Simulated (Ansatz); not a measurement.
Geometry optimisation in Ansatz: input, command and trajectory.

```yaml
crystal:
  lattice:
    - [2.8585571695, 0.0, 0.0]
    - [0.0, 2.8585571695, 0.0]
    - [0.0, 0.0, 2.8585571695]
  atoms:
    - { symbol: Ta, position: [0.0, 0.0, 0.0] }
    - { symbol: H, position: [0.5, 0.5, 0.5] }
basis:
  ecutwfc: 420
kpoints:
  mp_grid: { grid: [6, 6, 6] }
hamiltonian:
  xc: pbe
scf:
  occupations: { method: gaussian, width: 0.1 }
  lower_state_search: "off"
output:
  forces: true
  stress: true
  eigenvalues: true
relax:
  adjacent_minimum: "off"
  f_tol: 0.04
  max_steps: 70
  cell: { stress_tol: 0.4 }
```

```bash
ansatz run input.yaml --threads 1 --pin off --max-ram 2560MiB --backend cpu --events-out ev --progress --plain --runs-dir out
```

Computed with DFT PBE, scalar-relativistic, plane waves, PAW (Ansatz 0.2.0).

Of 5 frames 5 are shown, positions in Å and forces in eV/Å; the SCF threshold varies from step to step. Steps run on the plane waves of an earlier cell, with a Pulay correction in the pressure. The basis is chosen afresh for the last frame, the zero of the energies, and at times for earlier ones too; energy and pressure step there, also at an unchanged geometry.

```xyz
2
Lattice="2.8586 0.0000 0.0000 0.0000 2.8586 0.0000 0.0000 0.0000 2.8586" Properties=species:S:1:pos:R:3:forces:R:3 pbc="T T T" step=1 free_energy_over_end_meV_per_atom=46.61 pressure_GPa=-13.45
Ta    0.0000    0.0000    0.0000    0.0000    0.0000    0.0000
H     1.4293    1.4293    1.4293    0.0000    0.0000    0.0000
2
Lattice="2.7192 0.0000 0.0000 0.0000 2.7192 0.0000 0.0000 0.0000 2.7192" Properties=species:S:1:pos:R:3:forces:R:3 pbc="T T T" step=2 free_energy_over_end_meV_per_atom=19.39 pressure_GPa=11.42
Ta    0.0000    0.0000    0.0000    0.0000    0.0000    0.0000
H     1.3596    1.3596    1.3596    0.0000    0.0000    0.0000
2
Lattice="2.7798 0.0000 0.0000 0.0000 2.7798 0.0000 0.0000 0.0000 2.7798" Properties=species:S:1:pos:R:3:forces:R:3 pbc="T T T" step=3 free_energy_over_end_meV_per_atom=-0.12 pressure_GPa=-1.39
Ta    0.0000    0.0000    0.0000    0.0000    0.0000    0.0000
H     1.3899    1.3899    1.3899    0.0000    0.0000    0.0000
2
Lattice="2.7729 0.0000 0.0000 0.0000 2.7729 0.0000 0.0000 0.0000 2.7729" Properties=species:S:1:pos:R:3:forces:R:3 pbc="T T T" step=4 free_energy_over_end_meV_per_atom=-0.55 pressure_GPa=-0.12
Ta    0.0000    0.0000    0.0000    0.0000    0.0000    0.0000
H     1.3865    1.3865    1.3865    0.0000    0.0000    0.0000
2
Lattice="2.7729 0.0000 0.0000 0.0000 2.7729 0.0000 0.0000 0.0000 2.7729" Properties=species:S:1:pos:R:3:forces:R:3 pbc="T T T" step=5 free_energy_over_end_meV_per_atom=0.00 pressure_GPa=-0.17
Ta    0.0000    0.0000    0.0000    0.0000    0.0000    0.0000
H     1.3865    1.3865    1.3865    0.0000    0.0000    0.0000
```

The start puts this composition into another compound's structure type, which needn't suit it. At the end the space group is Pm-3m (tolerance 0.05 Å).

Time: 5.1 s on 1 thread of Intel(R) Xeon(R) Platinum 8259CL CPU @ 2.50GHz (Skylake/Cascade Lake), on a shared host, peak memory 0.33 GiB.

The k mesh is coarse. Spin–orbit coupling is left out, which can shift energies with elements as heavy as these.